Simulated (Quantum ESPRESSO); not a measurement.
pw.x input (Quantum ESPRESSO 7.5; PBE, PseudoDojo stringent norm-conserving files, scalar-relativistic):

```
&CONTROL
  calculation = 'scf'
  pseudo_dir = './pseudo'
  outdir = './out'
  tprnfor = .true.
  tstress = .true.
/
&SYSTEM
  ibrav = 0
  nat = 2
  ntyp = 2
  ecutwfc = 104.0
  ecutrho = 416.0
  occupations = 'smearing'
  smearing = 'fd'
  degauss = 0.002
  nbnd = 26
/
&ELECTRONS
  conv_thr = 2e-10
/
ATOMIC_SPECIES
Se 78.9710 Se.upf
Hg 200.5920 Hg.upf
CELL_PARAMETERS angstrom
  0.000000000000   3.066142564000   3.066142564000
  3.066142564000   0.000000000000   3.066142564000
  3.066142564000   3.066142564000   0.000000000000
ATOMIC_POSITIONS crystal
Se   0.250000000000   0.250000000000   0.250000000000
Hg   0.000000000000   0.000000000000  -0.000000000000
K_POINTS automatic
8 8 8 0 0 0
```

End of the output:

```
     total energy              =   -1008.50369262 Ry
     estimated scf accuracy    <       0.00000013 Ry
     total energy              =   -1008.50369266 Ry
     estimated scf accuracy    <          5.3E-09 Ry
     total energy              =   -1008.50369266 Ry
     estimated scf accuracy    <          3.1E-10 Ry
[...]
     the Fermi energy is     9.0524 ev
!    total energy              =   -1008.50369266 Ry
     estimated scf accuracy    <          1.8E-11 Ry
     smearing contrib. (-TS)   =      -0.00001656 Ry
     internal energy E=F+TS    =   -1008.50367610 Ry
     The total energy is F=E-TS. E is the sum of the following terms:
     one-electron contribution =    -840.91018120 Ry
     hartree contribution      =     397.56552414 Ry
     xc contribution           =    -112.57614845 Ry
     ewald contribution        =    -452.58287059 Ry
     convergence has been achieved in   9 iterations
     Forces acting on atoms (cartesian axes, Ry/au):
     atom    1 type  1   force =     0.00000000    0.00000000    0.00000000
     atom    2 type  2   force =     0.00000000    0.00000000    0.00000000
     Total force =     0.000000     Total SCF correction =     0.000000
     Computing stress (Cartesian axis) and pressure
          total   stress  (Ry/bohr**3)                   (kbar)     P=       31.87
   0.00021664  -0.00000000   0.00000000           31.87       -0.00        0.00
  -0.00000000   0.00021664   0.00000000           -0.00       31.87        0.00
   0.00000000   0.00000000   0.00021664            0.00        0.00       31.87
```

Spin-orbit coupling is not included.

Geometry relaxed with PBEsol.
